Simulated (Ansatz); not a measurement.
Y₂AlSi₂ in space group Immm (No. 71; Y on 4j, Al on 2a, Si on 4h), PBE (plane waves, PAW; program Ansatz), all energies at zero smearing, with the estimated change up to a 700 eV cutoff added, with one set of potentials and settings (totals compare only within such a set). Cell of 5 atoms (2 Y, 1 Al, 2 Si): -9510.176 eV.

| element | reference phase | E (eV/atom) |
|---|---|---|
| Y | P6_3/mmc, 2 atoms in the cell | -3848.6668 |
| Al | Fm-3m, 1 atoms in the cell | -537.5049 |
| Si | Fd-3m, 2 atoms in the cell | -635.8096 |

Formation energy per atom, worked out: (-9510.176 − 2×(-3848.6668) − 1×(-537.5049) − 2×(-635.8096))/5 = -0.744 eV/atom (-72 kJ per mol of atoms), at 0 K, without zero-point energy or fitted corrections.

The first step of the workflow began from a Materials Project structure, measured or hypothetical; the Crystallography Open Database files this formula in space group No. 71, but the cells were not matched. Whether it is the stable phase at ambient conditions was not checked. The cell was relaxed with PBE under the symmetry of its start; its stability against distortions is not shown here. The run is not spin-polarised. The references are the lowest solids computed at this level, not always the standard phases.

Potentials: the later of the program's two PAW sets.
